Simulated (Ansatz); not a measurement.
In InP (zinc blende type) the In atom of the primitive cell, with all its periodic images, is moved by 0.02 Å along x.

```yaml
crystal:
  lattice:
    - [0.00000, 2.98000, 2.98000]
    - [2.98000, 0.00000, 2.98000]
    - [2.98000, 2.98000, 0.00000]
  atoms:
    - { symbol: In, position: [0.99664, 0.00336, 0.00336] }
    - { symbol: P, position: [0.25000, 0.25000, 0.25000] }
```
Lattice in Å, positions in fractions of it.

Method: PBE, plane waves, PAW datasets (earlier set, tuned by hand) (Ansatz 0.2.0 development build).

Cutoff 710 eV; k-mesh 8×8×8 Γ-centred; Fermi–Dirac smearing of 0.1 eV; no spin polarisation; no spin–orbit coupling.

Task: What force results, and what does it mean for the zone-centre vibration?

Result: The force on it along the displacement is -0.1443 eV/Å, a force constant of 7.22 eV/Å². With the reduced mass of 24.39 u the zone-centre transverse optical mode lies at 284 cm⁻¹ (8.50 THz) in this finite-step estimate. The longitudinal mode lies higher by the LO–TO splitting, which a displacement repeated in every cell doesn't give.

```tsv
atom	Fx (eV/Å)	Fy (eV/Å)	Fz (eV/Å)
In1	-0.1443	0.0000	0.0000
P2	0.1443	0.0000	0.0000
```
